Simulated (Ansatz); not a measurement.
# Cs₂NaSbI₆ (Fm-3m), zone-centre modes

The calculation used DFT PBEsol, scalar-relativistic, plane waves, PAW (Ansatz). Cutoff 420 eV, Γ-centred 4×4×4 k-points, Gaussian smearing of 0.05 eV. No spin polarisation.

The undisturbed cell (relaxed at this level; it needn't be the usual structure):

```
Cs Na Sb I
1.0
     0.00000    6.04865    6.04865
     6.04865    0.00000    6.04865
     6.04865    6.04865    0.00000
Cs Na Sb I
2 1 1 6
Direct
  0.75000 0.75000 0.75000
  0.25000 0.25000 0.25000
  0.50000 0.50000 0.50000
  0.00000 0.00000 0.00000
  0.75380 0.24620 0.24620
  0.24620 0.24620 0.75380
  0.24620 0.75380 0.75380
  0.24620 0.75380 0.24620
  0.75380 0.24620 0.75380
  0.75380 0.75380 0.24620
```

Harmonic modes by finite displacements of 0.02 Å, without the LO–TO term.

**Question.** At this geometry, is the structure stable against these modes?

**Answer.** No: 3 modes are unstable, the strongest at 23i cm⁻¹.

**Question.** List the wavenumbers in cm⁻¹.

**Answer.** 23i, 23i, 23i, 0, 0, 0, 17, 17, 17, 19, 19, 19, 24, 24, 24, 41, 41, 41, 44, 44, 44, 108, 108, 126, 133, 133, 133, 155, 155, 155.

Cost: 1 run of about 7.4 core-minutes, on Intel Xeon Processor @ 2.50GHz (Skylake/Cascade Lake) (shared hosts).